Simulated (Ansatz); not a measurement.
Starting cell, KTaO3 (cubic perovskite):

```
KTaO3
1.0
    4.02438     0.00000     0.00000
    0.00000     4.02438     0.00000
    0.00000     0.00000     4.02438
K Ta O
1 1 3
Direct
  0.00000   0.00000   0.00000
  0.50000   0.50000   0.50000
  0.00000   0.50000   0.50000
  0.50000   0.50000   0.00000
  0.50000   0.00000   0.50000
```

In each cell atom 5 (O, nearest neighbour Ta at 2.012 Å; its periodic images, 4.0 Å or more away, move with it) moves by s·(0.000, 0.000, 1.000) (along Cartesian z), the rest being held.

Calculation: PBE (plane waves to 420 eV, PAW, scalar-relativistic; Ansatz, a quantum-chemistry and plane-wave program). k mesh 7×7×7 (Γ-centred), Fermi-Dirac smearing 0.05 eV. E stands for the smeared free energy. KTaO3 is run without spin polarisation. KTaO3 was relaxed with its symmetry unable to fall. Spin-orbit coupling is left out, though Ta is heavy. The zero of ΔE is the undisplaced structure.

```tsv
s (Å)	ΔE (meV/cell)
-0.400	425
-0.320	266
-0.240	146
-0.160	withheld
-0.080	16
0.000	0
0.080	16
0.160	withheld
0.240	146
0.320	266
0.400	425
```

Fit an even polynomial form (powers 2, 4) to the given rows and predict ΔE at s = -0.160.

Least squares on the 9 given rows: ΔE = (2479)·s² + (1112)·s⁴, in meV/cell with s in Å; root-mean-square residual 0.3 meV/cell. At -0.160 the fit gives 64 meV/cell; the calculation gives 63 meV/cell, so the interpolation is off by 1 (+1.6 %). The quadratic term alone would give 63 meV/cell.

(A displaced cell: forces are minus the slopes of the energy, force constants its curvatures, and phonons follow from these.)
